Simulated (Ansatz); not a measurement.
TiTe$_{2}$ (CdI2 type)

```yaml
crystal:
  lattice:
    - [3.78396, 0.00000, 0.00000]
    - [-1.89198, 3.27701, 0.00000]
    - [0.00000, 0.00000, 6.60161]
  atoms:
    - { symbol: Ti, position: [0.00000, 0.00000, 0.00000] }
    - { symbol: Te, position: [0.33333, 0.66667, 0.25685] }
    - { symbol: Te, position: [0.66667, 0.33333, 0.74315] }
```

In this cell atom 1 (Ti, nearest neighbour Te at 2.765 Å; its periodic images, 3.8 Å or more away, move with it) is moved by s towards the nearest neighbour, unit vector (-0.684, 0.395, -0.613); all other atoms and the cell stay fixed.

These are r2SCAN+rVV10 (plane waves to 500 eV, PAW, scalar-relativistic; Ansatz, a program for electronic structure) values and carry that method's errors. k mesh 11×11×6 (Γ-centred), Fermi-Dirac smearing 0.05 eV. The energy includes the smearing's −TS. Left out: 2 of 11 points, with atoms too close for the PAW data. With partly filled bands, energies and forces of such displacements shift with the k mesh and the smearing. Spin-orbit coupling is left out, though Te is heavy. TiTe2 is run without spin polarisation. TiTe2 was relaxed with its symmetry unable to fall. ΔE is measured from the undisplaced structure. The last digit holds for this mesh only.

```json
[
 {"s (Å)": "-0.440", "ΔE (meV/cell)": "920.1"},
 {"s (Å)": "-0.330", "ΔE (meV/cell)": "445.8"},
 {"s (Å)": "-0.220", "ΔE (meV/cell)": "177.4"},
 {"s (Å)": "-0.110", "ΔE (meV/cell)": "withheld"},
 {"s (Å)": "0.000", "ΔE (meV/cell)": "0.0"},
 {"s (Å)": "0.110", "ΔE (meV/cell)": "withheld"},
 {"s (Å)": "0.220", "ΔE (meV/cell)": "177.4"},
 {"s (Å)": "0.330", "ΔE (meV/cell)": "445.8"},
 {"s (Å)": "0.440", "ΔE (meV/cell)": "920.1"}
]
```

Q: Fit an even polynomial form (powers 2, 4, 6) to the given rows and predict ΔE at s = 0.110.

A: Least squares on the 7 given rows: ΔE = (3348)·s² + (6323)·s⁴ + (4813)·s⁶, in meV/cell with s in Å; root-mean-square residual 0.01 meV/cell. At 0.110 the fit gives 41.4 meV/cell; the calculation gives 42.3 meV/cell, so the interpolation is off by -0.9 (-2.1 %). The quadratic term alone would give 40.5 meV/cell.

(A displaced cell: forces are minus the slopes of the energy, force constants its curvatures, and phonons follow from these.)
